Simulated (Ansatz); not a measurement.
Fields on a plane of MnO (rock salt)

```xyz
2
Lattice="0.0000 2.2202 2.2202 2.2202 0.0000 2.2202 2.2202 2.2202 0.0000" Properties=species:S:1:pos:R:3 pbc="T T T"
O      0.0000     0.0000     0.0000
Mn     2.2202     2.2202     2.2202
```

The slice is a {111} plane (indices of the conventional cell) through the point (0.000, 0.000, 0.000) (fractional), spanned by u = [100] and v = [-1 2 0] in vectors of this cell: u (3.14 Å) and v (5.44 Å, at 90° to u). It covers one period; positions are fractions (u, v).

Atoms on it: O at (0.00, 0.00); O at (0.50, 0.50).

These are PBE (plane waves to 420 eV, PAW, scalar-relativistic; Ansatz, a quantum-chemistry and plane-wave program) values and carry that method's errors. k mesh 18×18×18. Inside the PAW spheres the values are not all-electron values, and peaks at nuclei hang on which shells count as valence. MnO is run spin-polarised and with no Hubbard U; the real compound is an antiferromagnetic insulator, a state that this run doesn't describe. MnO was relaxed with its symmetry unable to fall. Relaxed MnO ends ferromagnetic. The magnetic order is the one the run started from; other orders were not tried.

```
|##++..              ..++|
|::..                  ..|
|                        |
|                        |
|                        |
|                        |
|                        |
|          ..::..        |
|        ..++##++..      |
|        ::##@@##::      |
|        ..++##++..      |
|          ..::..        |
|                        |
|                        |
|                        |
|                        |
|                        |
|::..                  ..|
|##++..              ..++|
|@@##::              ::##|
```
Scale: ten equal steps from 0.006 (start of ' ') to 0.421 (end of '@'), in the order ' .:-=+*#%@'. Values: spin density, up minus down in e/Å³. The map has 12 points along u (two characters each, u = 0 at the left) and 20 along v (v = 0 in the bottom row). 

```tsv
v \ u	0.00	0.08	0.17	0.25	0.33	0.42	0.50	0.58	0.67	0.75	0.83	0.92
0.90	0.81	0.82	0.80	0.66	0.38	0.11	0.06	0.11	0.38	0.66	0.80	0.82
0.75	0.15	0.13	0.10	0.09	0.10	0.13	0.15	0.13	0.10	0.09	0.10	0.13
0.60	0.06	0.11	0.38	0.66	0.80	0.82	0.81	0.82	0.80	0.66	0.38	0.11
0.45	0.08	0.17	0.52	0.76	0.82	x	x	x	0.82	0.76	0.51	0.17
0.30	0.05	0.06	0.09	0.17	0.33	0.46	0.51	0.46	0.33	0.17	0.09	0.06
0.15	0.77	0.74	0.65	0.44	0.18	0.06	0.04	0.06	0.18	0.44	0.65	0.74
0.00	x	x	0.80	0.78	0.56	0.20	0.09	0.20	0.56	0.78	0.80	x
```

Values: ELF of the down spins. Points within 0.4 Å of a nucleus are blanked (x), as the pseudised field means little there.
